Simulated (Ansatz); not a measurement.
Elastic constants of ScGa₃ at 3 GPa (stress–strain coefficients): input and output

These are results of DFT LDA, scalar-relativistic, plane waves, PAW in Ansatz, not measurements.

Launched with:
```bash
ansatz run input.yaml --threads 1 --pin off --max-ram 3072MiB --backend cpu --events-out ev --progress --plain --runs-dir out
```

Input (bare energies are in eV):
```yaml
crystal:
  lattice:
    - [3.9581957503, 0.0, 0.0]
    - [0.0, 3.9581957503, 0.0]
    - [0.0, 0.0, 3.9581957503]
  atoms:
    - { symbol: Sc, position: [0.0, 0.0, 0.0] }
    - { symbol: Ga, position: [0.0, 0.5, 0.5] }
    - { symbol: Ga, position: [0.5, 0.0, 0.5] }
    - { symbol: Ga, position: [0.5, 0.5, 0.0] }
basis:
  ecutwfc: 420
kpoints:
  mp_grid: { grid: [10, 10, 10] }
hamiltonian:
  xc: lda
scf:
  occupations: { method: fermi_dirac, width: 0.15 }
output:
  forces: true
  stress: true
  eigenvalues: true
elastic:
  mode: relaxed_ion
  amplitude: 0.005
  stencil: two_point
```

From the output:
```
--- Elastic constants: 2 strain directions × 2 members + reference (group order 48) ---
  dense FFT box of the reference and of every strained cell: 27×27×27
  strains applied: 11, 23; error gains: componentwise 1.00 (the most a stress slope's error grows in a printed constant), spectral 1.73 (1 for all six strains in a standard setting)
  C = ∂σ_k/∂η_j (tension-positive GPa; Voigt order 11 22 33 23 13 12):
       182.650     64.359     64.359     -0.000     -0.000     -0.000
        64.359    182.650     64.359     -0.000     -0.000     -0.000
        64.359     64.359    182.650     -0.000     -0.000     -0.000
         0.000     -0.000     -0.000     52.576      0.000      0.000
         0.000      0.000     -0.000      0.000     52.576     -0.000
        -0.000      0.000     -0.000      0.000      0.000     52.576
  reference stress σ⁰ (GPa):     -2.995     -2.995     -2.995     -0.000      0.000      0.000
  C* (energy form; C + prestress term) asymmetry max|C*_kj − C*_jk| = 1.421e-14 GPa — a small one proves nothing (zero by symmetry where the batch's group is 432, −43m or m−3m); a large one is finite-difference/SCF noise where every solve ...
  moduli (Voigt/Reuss/Hill, GPa): K = 103.79/103.79/103.79   G = 55.20/55.02/55.11   E = 140.47   ν = 0.274
  mechanically stable: yes (min eigenvalue of sym C = 52.58 GPa)
  strain η (Voigt 11):  stress-route row diagonal C_11 = 182.65 GPa, energy-path curvature d²(F+E_count+ΔE)/dδ²/Ω₀ = 182.66 GPa
         δ    σ_11 (GPa) F (eV) n_scf n_hpsi n_pw
    -5.000e-3      -3.9259      -13212.2748190      11   91469   1229   relax 0 steps, max|allowed force component| 1.04e-29 eV/Å
     5.000e-3      -2.0994      -13212.2864346       8   67077   1242   relax 0 steps, max|allowed force component| 1.39e-29 eV/Å
  strain η (Voigt 23):  stress-route row diagonal C_44 = 52.58 GPa, energy-path curvature d²(F+E_count+ΔE)/dδ²/Ω₀ = 54.08 GPa
         δ    σ_23 (GPa) F (eV) n_scf n_hpsi n_pw
    -5.000e-3      -0.2629      -13212.2812492       9  116357   1233   relax 0 steps, max|allowed force component| 2.09e-29 eV/Å
     5.000e-3       0.2629      -13212.2812492       7   96906   1233   relax 0 steps, max|allowed force component| 1.93e-29 eV/Å
```

Time: 71 s on 1 thread of Arm Neoverse V2 (shared host), peak memory 0.57 GiB.

In a metal, frequencies and elastic constants depend on the k mesh and the smearing, soft modes and shear constants most.